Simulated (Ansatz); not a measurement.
Space group P-43m (No. 215). a = 5.621 Å, b = 5.621 Å, c = 5.621 Å, α = 90.00°, β = 90.00°, γ = 90.00°
```
atom  site  symmetry       x       y       z
  In    1b      -43m  0.5000  0.5000  0.5000
  Ga    3d     -42.m  0.0000  0.0000  0.5000
   P    4e       .3m  0.7600  0.7600  0.7600
```

Equation of state of this InGa3P4 structure (not necessarily the ground state), with shape and atoms relaxed at each volume where symmetry leaves them free. All numbers below come from DFT PBE, scalar-relativistic, plane waves, PAW (Ansatz).

Settings: cutoff 420 eV, Γ-centred mesh 6×6×6 on the computed 8-atom cell, Gaussian smearing of 0.02 eV; no spin polarisation.

```json
{"V (Å³/atom)": "19.535", "E − E(largest V) (meV/atom)": "48.53", "P (GPa)": "12.16", "gap on mesh (eV)": "1.45"}
{"V (Å³/atom)": "20.201", "E − E(largest V) (meV/atom)": "6.17", "P (GPa)": "8.32", "gap on mesh (eV)": "1.42"}
{"V (Å³/atom)": "20.867", "E − E(largest V) (meV/atom)": "-21.48", "P (GPa)": "5.07", "gap on mesh (eV)": "1.34"}
{"V (Å³/atom)": "21.533", "E − E(largest V) (meV/atom)": "-36.69", "P (GPa)": "2.32", "gap on mesh (eV)": "1.21"}
{"V (Å³/atom)": "22.199", "E − E(largest V) (meV/atom)": "-41.36", "P (GPa)": "-0.01", "gap on mesh (eV)": "1.05"}
{"V (Å³/atom)": "22.865", "E − E(largest V) (meV/atom)": "-37.13", "P (GPa)": "-1.97", "gap on mesh (eV)": "0.87"}
{"V (Å³/atom)": "23.531", "E − E(largest V) (meV/atom)": "-25.37", "P (GPa)": "-3.64", "gap on mesh (eV)": "0.68"}
{"V (Å³/atom)": "24.419", "E − E(largest V) (meV/atom)": "0.00", "P (GPa)": "-5.45", "gap on mesh (eV)": "0.44"}
```

Problem. Fit a third-order Birch–Murnaghan equation, E = E0 + (9V0B0/16)·[(x − 1)³B0' + (x − 1)²(6 − 4x)] with x = (V0/V)^(2/3), to E(V).

Solution. V0 = 22.20 Å³/atom, B0 = 71 GPa, B0' = 4.6.

The cell was found from a structure generator's guess, not taken from experiment.
